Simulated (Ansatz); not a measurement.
V (bcc, W type)

```yaml
crystal:
  lattice:
    - [-1.49869, 1.49869, 1.49869]
    - [1.49869, -1.49869, 1.49869]
    - [1.49869, 1.49869, -1.49869]
  atoms:
    - { symbol: V, position: [0.00000, 0.00000, 0.00000] }
```

The slice is a {211} plane (indices of the conventional cell) through the point (0.000, 0.000, 0.000) (fractional), spanned by u = [111] and v = [1 0 -1] in vectors of this cell: u (2.60 Å) and v (4.24 Å, at 90° to u). It covers one period; positions are fractions (u, v).

Method: PBE (plane waves to 420 eV, PAW, scalar-relativistic; Ansatz, an electronic-structure program). k mesh 22×22×22. These are valence fields of a PAW run, semicore shells included where kept as valence: close to a nucleus they are smooth pseudo fields. The PAW data are Ansatz's earlier set. V is run without spin polarisation. V was relaxed with its symmetry unable to fall.

What is the ELF at the midpoint of the shortest V–V line in this plane (2.60 Å)?

0.2.

What is the valence density on the shortest V–V line in this plane (2.60 Å), at its midpoint?

0.29 e/Å³.

Sketch the valence electron density on this plane as a map.


```
|@@@@%%##**--..        ..--**##%%@@|
|@@%%%%**++--..        ..--++**%%%%|
|####**++==::..        ..::==++**##|
|****++==::..            ..::==++**|
|==----::..                ..::----|
|::......                    ......|
|                                  |
|                                  |
|                                  |
|                                  |
|                                  |
|                                  |
|                                  |
|                                  |
|                                  |
|                                  |
|                                  |
|                                  |
|                                  |
|                                  |
|                                  |
|::......                    ......|
|==----::..                ..::----|
|****++==::..            ..::==++**|
|####**++==::..        ..::==++**##|
|@@%%%%**++--..        ..--++**%%%%|
|@@@@%%##**--..        ..--**##%%@@|
|@@@@@@##**==::..    ..::==**##@@@@|
```
Scale: ten equal steps from -0.63 (start of ' ') to 1.23 (end of '@'), in the order ' .:-=+*#%@'. Values: log₁₀ of the valence density in e/Å³. The map has 17 points along u (two characters each, u = 0 at the left) and 28 along v (v = 0 in the bottom row). The scale is logarithmic, as a density can span decades between atoms and voids.
